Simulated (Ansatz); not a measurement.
This RbTaAs2 structure is the end of a relaxation. The cell was found from a structure generator's guess, not taken from experiment.

Computed with DFT PBE, scalar-relativistic, plane waves, PAW in Ansatz. Cutoff 420 eV, Γ-centred mesh, Gaussian smearing, no spin polarisation.

```yaml
crystal:
  lattice:
    - [5.25865, 0.00000, 0.00000]
    - [-2.62933, 4.55413, 0.00000]
    - [0.00000, 0.00000, 5.88516]
  atoms:
    - { symbol: Rb, position: [0.00000, 0.00000, 0.00000] }
    - { symbol: Ta, position: [0.00000, 0.00000, 0.50000] }
    - { symbol: As, position: [0.33333, 0.66667, 0.00000] }
    - { symbol: As, position: [0.66667, 0.33333, 0.00000] }
```

Formation energies are uncorrected and refer to the elements' standard structures at the same level.

Task: What space group does it have?

Result: P6/mmm (No. 191). Conventional cell: a = 5.259 Å, c = 5.885 Å. Rb is surrounded by 2 Ta at 2.94 Å and 6 As at 3.04 Å; around Ta lie 2 Rb at 2.94 Å; around As lie 3 Rb at 3.04 Å and 3 As at 3.04 Å.

Task: How far does it lie from the elements in energy?

Result: +2.61 eV/atom. The separate elements lie lower, so it is unstable against them.

Task: Is it a metal?

Result: Yes, bands cross the Fermi level on the 12×12×8 mesh.

The last run used a 12×12×8 mesh (in the run's order of axes) for its 4-atom cell and Gaussian smearing of 0.10 eV. Spin–orbit coupling, which can matter for Ta, is left out. The cell is a metal run without spin; a magnetic state may lie lower. The reference form of As is held partly by dispersion forces, which this level lacks. Symmetry constrained the relaxation, so the result can be a saddle point.
